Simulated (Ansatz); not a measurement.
InPd:
```xyz
2
Lattice="3.3054 0.0000 0.0000 0.0000 3.3054 0.0000 0.0000 0.0000 3.3054" Properties=species:S:1:pos:R:3 pbc="T T T"
In     0.0000     0.0000     0.0000
Pd     1.6527     1.6527     1.6527
```

Relaxed with PBE.

Task: Map the valence electron density (e/Å³), cut off at 4 on the plane through (0.000, 0.000, 0.000) spanned by u = [1, 0, 0] and v = [0, 1, 1] in lattice vectors, from the program Ansatz at the PBE level (PAW).

Result: x is the fraction of u, y of v (the angle between them is 90°; rows are the nearest grid lines); atoms in the plane: In at (0.00, 0.00), Pd at (0.50, 0.50).
```
|@@@%-.      .-%@@@|
|@@@#:        :#@@@|
|@@@=.        .=@@@|
|#*=:          :=*#|
|::.            .::|
|                  |
|                  |
|      ..::..      |
|     .-+##+-.     |
|    .-%@@@@%-.    |
|    :*@@@@@@*:    |
|    :@@@@@@@@:    |
|    :@@@@@@@@:    |
|    :*@@@@@@*:    |
|    .-%@@@@%-.    |
|     .-+##+-.     |
|      ..::..      |
|                  |
|                  |
|::.            .::|
|#*=:          :=*#|
|@@@=.        .=@@@|
|@@@#:        :#@@@|
|@@@%-.      .-%@@@|
```
Scale: ten equal steps from 0.147 (start of ' ') to 4.00 (end of '@'), in the order ' .:-=+*#%@'; x runs from 0.000 to 1.00, y from 0.000 (bottom) to 1.00 (top).

The density is the valence pseudo-density with augmentation charge, so density and ELF within about 1 Å of a nucleus are not all-electron values.

Space group Pm-3m (CsCl type). Symmetry was held in the PBE relaxation; of distortions, only those at the zone centre were tested. The run is not spin-polarised.

Potentials: the later of the program's two PAW sets.
